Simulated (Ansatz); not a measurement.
Computed with DFT PBE, scalar-relativistic, plane waves, PAW in Ansatz. All cells share a 420 eV cutoff and Γ-centred k meshes spaced about 0.3 Å⁻¹ or finer (0.25 for metals, 2π included). No spin polarisation in the final relaxations.

These are static total energies at zero pressure. All come from trial cells, and lower structures may exist.

Problem. These unrelaxed guesses for Sn₂Te are each relaxed within their symmetry. Order them by the energy at which they end, lowest first.
A.

```
Sn Te
1.0
     4.50000    0.00000    0.00000
     0.00000    4.50000    0.00000
     0.00000    0.00000    8.53000
Sn Te
4 2
Direct
  0.50000 0.00000 0.71000
  0.50000 0.50000 0.00000
  0.00000 0.00000 0.00000
  0.00000 0.50000 0.29000
  0.00000 0.50000 0.70000
  0.50000 0.00000 0.30000
```

B.

```
Sn Te
1.0
     4.40000    0.00000    0.00000
    -2.20000    3.81051    0.00000
     0.00000    0.00000   10.31000
Sn Te
4 2
Direct
  0.66667 0.33333 0.45500
  0.33333 0.66667 0.54500
  0.00000 0.00000 0.14000
  0.00000 0.00000 0.86000
  0.66667 0.33333 0.70000
  0.33333 0.66667 0.30000
```

C.

```
Sn Te
1.0
     4.45000    0.00000    0.00000
    -2.22500    3.85381    0.00000
     0.00000    0.00000   15.11000
Sn Te
6 3
Direct
  0.33333 0.66667 0.45500
  0.66667 0.33333 0.54500
  0.00000 0.00000 0.34500
  0.00000 0.00000 0.65500
  0.66667 0.33333 0.88500
  0.33333 0.66667 0.11500
  0.33333 0.66667 0.79000
  0.66667 0.33333 0.21000
  0.00000 0.00000 0.00000
```

Solution. C (ends in P-3m1, 0 meV/atom), A (ends in P4/nmm, 95 meV/atom), B (ends in P-3m1, 118 meV/atom).

These runs have no spin–orbit coupling, which can matter for Te. Cells relaxed within their symmetry can be saddle points; a later kick test found a lower structure for Sn2Te P-3m1.

Some candidate types were left out of the draw beforehand, so a known form may be missing.
